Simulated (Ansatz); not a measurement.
SrVO3 (cubic perovskite)

```
SrVO3
1.0
    3.85813     0.00000     0.00000
    0.00000     3.85813     0.00000
    0.00000     0.00000     3.85813
Sr V O
1 1 3
Direct
  0.00000   0.00000   0.00000
  0.50000   0.50000   0.50000
  0.00000   0.50000   0.50000
  0.50000   0.50000   0.00000
  0.50000   0.00000   0.50000
```

In this cell atom 1 (Sr, nearest neighbour O at 2.728 Å; its periodic images, 3.9 Å or more away, move with it) is moved by s along Cartesian x, unit vector (1.000, 0.000, 0.000); all other atoms and the cell stay fixed.

Level of theory: PBE (plane waves to 420 eV, PAW, scalar-relativistic; Ansatz, a quantum-chemistry and plane-wave program). k mesh 10×10×10 (Γ-centred), Fermi-Dirac smearing 0.05 eV. The energy includes the smearing's −TS. With partly filled bands, energies and forces of such displacements shift with the k mesh and the smearing. SrVO3 is run without spin polarisation and with no Hubbard U. SrVO3 was relaxed with its symmetry unable to fall. The PAW data are Ansatz's earlier set. ΔE is measured from the undisplaced structure. The last digit holds for this mesh only.

```csv
s (Å),ΔE (meV/cell)
-0.270,154.6
-0.216,97.4
-0.162,54.1
-0.108,23.8
-0.054,5.9
0.000,0.0
0.054,5.9
0.108,23.8
0.162,54.1
0.216,97.4
0.270,154.6
```

**Question.** What force constant k = d²E/ds² at s = 0 does the table give?

**Answer.** 4.0 eV/Å². It is the second difference of the nearest points, corrected with the next pair.

**Question.** With k = 4.05 eV/Å² from the forces, is the well harmonic out to s = 0.270 Å?

**Answer.** ½ks² = 148 meV/cell against the computed 155 meV/cell, so the well is close to harmonic there.

(A displaced cell: forces are minus the slopes of the energy, force constants its curvatures, and phonons follow from these.)
